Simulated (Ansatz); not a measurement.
Hf3N4:
```xyz
14
Lattice="0.0000 4.5021 4.5021 4.5021 0.0000 4.5021 4.5021 4.5021 0.0000" Properties=species:S:1:pos:R:3 pbc="T T T"
Hf     3.3766     3.3766     1.1255
Hf     3.3766     1.1255     3.3766
Hf     1.1255     1.1255     1.1255
Hf     1.1255     3.3766     3.3766
Hf     6.7532     6.7532     6.7532
Hf     4.5021     4.5021     4.5021
N      5.6973     5.6973     3.3069
N      5.5580     7.9484     5.5580
N      3.3069     3.3069     3.3069
N      7.9484     5.5580     5.5580
N      5.6973     3.3069     5.6973
N      5.5580     5.5580     7.9484
N      3.3069     5.6973     5.6973
N      7.9484     7.9484     7.9484
```

The program Ansatz at the PBEsol level (PAW) gives a gap of 0.78 eV without spin–orbit coupling, maximum at X, minimum at Γ.

What happens when spin–orbit coupling is switched on?

The gap stays essentially unchanged, to 0.78 eV; maximum on the Γ–X line, 96 % of the way from Γ, minimum at Γ.

Give the electron effective mass with spin–orbit coupling, band 1 of 2 at the edge.

0.63 along [100], 0.35 along [110], 0.24 along [111] (mₑ).

Give the electron effective mass with spin–orbit coupling, band 2 of 2 at the edge.

0.15 along [100], 0.18 along [110], 0.24 along [111] (mₑ).

Give the hole effective mass with spin–orbit coupling.

0.45, 0.52, 1.8 mₑ (principal values).

Space group Fd-3m. The workflow started from a Materials Project entry (that database holds measured and hypothetical structures alike); the Crystallography Open Database copy checked does not list it. COD files the formula under space group No. 220. Whether it is the stable phase at ambient conditions was not checked. Symmetry was held in the PBEsol relaxation; whether a distortion lowers the energy is not shown. No spin polarisation was allowed.

Potentials: the later of the program's two PAW sets.
